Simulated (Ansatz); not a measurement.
ZnSnN₂:
```
ZnSnN2
1.0
    5.84663     0.00000     0.00000
    0.00000     6.73288     0.00000
    0.00000     0.00000     5.47400
Zn Sn N
4 4 8
Direct
  0.58267   0.87497   0.99880
  0.41733   0.12503   0.49880
  0.91733   0.37497   0.49880
  0.08267   0.62503   0.99880
  0.58805   0.37508   0.99923
  0.41195   0.62492   0.49923
  0.91195   0.87508   0.49923
  0.08805   0.12492   0.99923
  0.58252   0.37439   0.37827
  0.41748   0.62561   0.87827
  0.91748   0.87439   0.87827
  0.08252   0.12561   0.37827
  0.57996   0.87569   0.37369
  0.42004   0.12431   0.87369
  0.92004   0.37569   0.87369
  0.07996   0.62431   0.37369
```

Tensor components refer to the Cartesian frame of this cell.

Task: Give the proper piezoelectric stress tensor with relaxed ions from the program Ansatz at the r²SCAN level (PAW).

Result: In C/m², rows x, y, z, Voigt columns; mesh uncertainty up to 0.01.
```
 0.00   0.00   0.00   0.00  -0.35   0.00
 0.00   0.00   0.00  -0.32   0.00   0.00
-0.47  -0.50   0.92   0.00   0.00   0.00
```

The elastic tensor of the same run (GPa):

```tsv
	1	2	3	4	5	6
1	259	112	89.7	0.0	0.0	0.0
2	112	247	87.4	0.0	0.0	0.0
3	89.7	87.4	277	0.0	0.0	0.0
4	0.0	0.0	0.0	62.2	0.0	0.0
5	0.0	0.0	0.0	0.0	59.5	0.0
6	0.0	0.0	0.0	0.0	0.0	69.9
```

Task: Convert to strain constants d = e·S.

Result: In pC/N:
```
 0.0   0.0   0.0   0.0  -5.8   0.0
 0.0   0.0   0.0  -5.1   0.0   0.0
-2.4  -2.7   5.0   0.0   0.0   0.0
```

Space group Pna2_1. The r²SCAN relaxation kept the symmetry of its start. Signs of piezoelectric constants follow the polarity of the cell as given. Spin–orbit coupling is left out wherever it is not named.

Potentials: the later of the program's two PAW sets.
